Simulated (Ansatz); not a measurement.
# MgO: from a starting cell to a relaxed one

The start is a relaxed MgO cell, doubled along one cell vector, shaken by Gaussian noise of σ = 0.08 Å a coordinate. A full variable-cell relaxation at zero pressure is run with PBEsol (plane waves to 420 eV, PAW, scalar-relativistic; Ansatz, a quantum-chemistry and plane-wave program). The first steps use a coarse 9×9×5 k-mesh.

Initial structure:
```
MgO
1.0
    0.00000     2.10706     2.10706
    2.10706     0.00000     2.10706
    4.21413     4.21413     0.00000
O Mg
2 2
Direct
  0.51496   0.46838   0.24788
  0.48747   0.51376   0.72590
  0.01518   0.98095   0.98838
  0.01756   0.01154   0.48243
```

Task: Does it find its way back to the structure it was made from?

Result: It returns to the parent structure, Fm-3m (No. 225).

Task: How do the shortest distances between atoms change?

Result: The closest pairs of elements (up to four, under 3.6 Å), start → end: Mg–O 2.01 → 2.11 Å; O–O 2.85 → 2.98 Å; Mg–Mg 2.92 → 2.98 Å.

Task: Is the relaxed structure metallic? Give its gap.

Result: 4.62 eV, direct at Γ (no spin-orbit coupling).

It ends as:

```cif
data_Mg4O4
_chemical_formula_sum 'O4 Mg4'
_space_group_name_H-M_alt 'Fm-3m'
_space_group_IT_number 225
_space_group_name_Hall '-F 4 2 3'
_cell_length_a 4.21413
_cell_length_b 4.21413
_cell_length_c 4.21413
_cell_angle_alpha 90.000
_cell_angle_beta 90.000
_cell_angle_gamma 90.000
loop_
_atom_site_label
_atom_site_type_symbol
_atom_site_symmetry_multiplicity
_atom_site_Wyckoff_symbol
_atom_site_fract_x
_atom_site_fract_y
_atom_site_fract_z
_atom_site_occupancy
O1 O 4 b 0.50000 0.50000 0.50000 1
Mg1 Mg 4 a 0.00000 0.00000 0.00000 1
```
(The calculation used a cell of 2 atoms; values per cell refer to that cell.)

Final values are on a 13×13×13 k-mesh of the relaxed cell. No spin polarisation in the result.
